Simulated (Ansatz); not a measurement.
# BaTiO3 and the effect of the pressure

The cell as given:

```
Ba Ti O
1.0
     4.00600    0.00000    0.00000
     0.00000    4.00600    0.00000
     0.00000    0.00000    4.00600
Ba Ti O
1 1 3
Direct
  0.50000 0.50000 0.50000
  0.00000 0.00000 0.00000
  0.00000 0.00000 0.50000
  0.00000 0.50000 0.00000
  0.50000 0.00000 0.00000
```

Kept alike: task relaxation of cell and atoms; functional PBEsol; k mesh 7 × 7 × 7; occupations fermi-dirac, width 0.05 eV; no spin polarisation. Program: Ansatz, Ansatz PAW, cutoff 420 eV. The mesh is that of the run's cell of 5 atoms. No spin-orbit coupling.

| pressure, P (GPa) | volume (Å³/atom) |
| --- | --- |
| 0 | 12.513 |
| 2 | ? |
| 5 | 12.190 |
| 10 | 11.907 |
| 20 | 11.429 |
| 30 | 11.035 |

The relaxations keep at least the cell's symmetry (Pm-3m). The runs follow the start's structure, whether or not it is the stable one at these pressures. Ansatz's relaxations hold a Pulay term in the stress (up to 0.7 GPa here). All rows use potentials made for PBE.

Q: Fit the rows shown and predict the run at 2 GPa.

A: Murnaghan's form V = V0 (1 + B′P/B0)^(-1/B′) through the rows shown has V0 = 12.5127, B0 = 181.3 GPa and B′ = 4.2 (largest miss 0.0006); at P = 2 it gives 12.378 Å³/atom. The run gave: volume 12.378 Å³/atom.
